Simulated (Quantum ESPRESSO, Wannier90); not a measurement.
## Pb2SeS (P4/mmm): Wannier90 run

```
begin unit_cell_cart
ang
    4.2971300000    0.0000000000    0.0000000000
    0.0000000000    4.2971300000    0.0000000000
    0.0000000000    0.0000000000    6.0924300000
end unit_cell_cart
begin atoms_frac
Pb   0.0000000000  0.0000000000  0.0000000000
Pb   0.5000000000  0.5000000000  0.5000000000
Se   0.5000000000  0.5000000000  0.0000000000
S    0.0000000000  0.0000000000  0.5000000000
end atoms_frac
```

Cell from Materials Project (mp-1219943), symmetrised, no further relaxation. Not found in the COD (Crystallography Open Database) copy used; not checked further. Level: PBEsol, spinors with spin-orbit coupling; pw.x of Quantum ESPRESSO at 69 Ry with PseudoDojo potentials, 6×6×4 k-points, Wannier90. Density: 8×8×6 mesh, Gaussian smearing 0.01 Ry. With spin-orbit coupling a semilocal functional can close or falsely invert a small gap; the band order was not checked against a better method.

A tight-binding model is made by disentanglement and projection with no localisation steps (num_iter = 0), so the 32 orbitals stay atom-like: hydrogen-like Pb: s;p; Se: s;p; S: s;p, axes along x, y, z; frozen window up to 1.50 eV relative to the Fermi level. It follows pw.x to 1.9 meV rms for states up to 1.0 eV relative to the Fermi level. Matrix elements depend on this choice of orbitals and windows.

The 20 largest hoppings ⟨m,0|H|n,R⟩ between different sites (one of each Hermitian pair; signs follow the real orbitals' lobes; the list may end inside a set of equal values):

```csv
m,n,R,distance of the centres (Å),t (eV),Im t (eV)
Se3 pz↑,Pb2 pz↑,0 0 0,3.05,1.924,0.000
Se3 pz↓,Pb2 pz↓,0 0 0,3.05,1.924,0.000
Pb2 pz↑,Se3 pz↑,0 0 1,3.05,1.924,0.000
Pb2 pz↓,Se3 pz↓,0 0 1,3.05,1.924,0.000
S4 pz↑,Pb1 pz↑,0 0 0,3.05,1.712,0.000
S4 pz↓,Pb1 pz↓,0 0 0,3.05,1.712,0.000
S4 pz↑,Pb1 pz↑,0 0 1,3.05,1.712,0.000
S4 pz↓,Pb1 pz↓,0 0 1,3.05,1.712,0.000
Se3 px↑,Pb1 py↑,0 0 0,3.04,1.193,-0.011
Se3 px↓,Pb1 py↓,0 0 0,3.04,1.193,0.011
Se3 py↑,Pb1 px↑,0 0 0,3.04,1.193,0.011
Se3 py↓,Pb1 px↓,0 0 0,3.04,1.193,-0.011
Se3 px↑,Pb1 py↑,0 1 0,3.04,-1.193,-0.011
Se3 px↓,Pb1 py↓,0 1 0,3.04,-1.193,0.011
Se3 py↑,Pb1 px↑,0 1 0,3.04,-1.193,0.011
Se3 py↓,Pb1 px↓,0 1 0,3.04,-1.193,-0.011
Se3 px↑,Pb1 py↑,1 0 0,3.04,-1.193,-0.011
Se3 px↓,Pb1 py↓,1 0 0,3.04,-1.193,0.011
Se3 py↑,Pb1 px↑,1 0 0,3.04,-1.193,0.011
Se3 py↓,Pb1 px↓,1 0 0,3.04,-1.193,-0.011
```
